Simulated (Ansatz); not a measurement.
Relaxed NaCl (rock salt):

```yaml
crystal:
  lattice:
    - [0.00000, 2.84776, 2.84776]
    - [2.84776, 0.00000, 2.84776]
    - [2.84776, 2.84776, 0.00000]
  atoms:
    - { symbol: Cl, position: [0.00000, 0.00000, 0.00000] }
    - { symbol: Na, position: [0.50000, 0.50000, 0.50000] }
```

In each cell atom 2 (Na, nearest neighbour Cl at 2.848 Å; its periodic images, 4.0 Å or more away, move with it) moves by s·(0.000, 0.000, 1.000) (along Cartesian z), the rest being held.

Computed with PBE (plane waves to 420 eV, PAW, scalar-relativistic; Ansatz, a program for electronic structure). k mesh 8×8×8 (Γ-centred), Fermi-Dirac smearing 0.05 eV. Energies are smeared free energies. Left out: 2 of 11 points, with atoms too close for the PAW data. NaCl was relaxed with its symmetry unable to fall. ΔE is measured from the undisplaced structure.

Successive frames, forces in eV/Å:

```csv
frame,ΔE (meV/cell),F on Cl1,F on Na2
s = 0.000 Å,0,"(0.000, 0.000, 0.000)","(0.000, 0.000, 0.000)"
s = -0.170 Å,18,"(0.000, 0.000, -0.227)","(0.000, 0.000, 0.227)"
s = -0.340 Å,87,"(0.000, 0.000, -0.634)","(0.000, 0.000, 0.634)"
```

Task: What are the energy and the forces in the next frame, s = -0.510 Å?

Result: ΔE (meV/cell) = 257.

```json
[
 {"atom": "Cl1", "Fx": "0.000", "Fy": "0.000", "Fz": "-1.464"},
 {"atom": "Na2", "Fx": "0.000", "Fy": "0.000", "Fz": "1.464"}
]
```

(A displaced cell: forces are minus the slopes of the energy, force constants its curvatures, and phonons follow from these.)
